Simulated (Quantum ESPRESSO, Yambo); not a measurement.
Levels of theory for the gap of NaCoO2

NaCoO2 (space group P6_3/mmc, No. 194): one geometry, one set of norm-conserving PBEsol (Quantum ESPRESSO, 96 Ry, without SOC) orbitals, self-energies from Yambo (6×6×1 Γ-centred k mesh, bands 11 to 161 and a 8 Ry block in the screening, 161 bands in G with the Bruneval-Gonze terminator, plasmon pole fitted at 27.2 eV).

The geometry is that of Materials Project entry mp-867515, symmetrised and not relaxed again.

```json
[
 {"level": "PBEsol (Quantum ESPRESSO)", "gap (0, 0.167, 0) → (0, 0.333, 0) (eV)": "0.83", "direct gap at (0, 0.167, 0) (eV)": "0.99", "rough Yambo cost": "–"},
 {"level": "exchange only (Hartree-Fock self-energy on PBEsol orbitals)", "gap (0, 0.167, 0) → (0, 0.333, 0) (eV)": "13.96", "direct gap at (0, 0.167, 0) (eV)": "13.71", "rough Yambo cost": "about 1/5 (10 states)"},
 {"level": "static COHSEX@PBEsol", "gap (0, 0.167, 0) → (0, 0.333, 0) (eV)": "2.18", "direct gap at (0, 0.167, 0) (eV)": "2.25", "rough Yambo cost": "within a factor of two (3 states)"},
 {"level": "G0W0@PBEsol, plasmon pole", "gap (0, 0.167, 0) → (0, 0.333, 0) (eV)": "1.68", "direct gap at (0, 0.167, 0) (eV)": "1.80", "rough Yambo cost": "1 (10 states)"}
]
```

Bare exchange has no screening and gives the widest gap; static COHSEX screens it but leaves out the frequency dependence, which G0W0 restores. The mesh misses a band edge: along a dense path the PBEsol gap is 0.69 eV against 0.83 eV on the mesh. All rows use the PBEsol edge points; in the exchange only run other k points give a smaller gap, 13.71 eV.

Costs are rough ratios of core time on shared machines.

Nearest settings tried, and what they do to the gap: 86 bands in W: -5 meV; 1 Ry block (9 vectors against 215): +3208 meV. Not varied: bands in G, mesh. So the settings aren't converged at that level.

The 3d shell has no Hubbard U; the runs are without spin polarisation, and magnetic order was not tried.

The structure is a Materials Project entry; no match was found in the copy of COD used, and its stability was not checked.
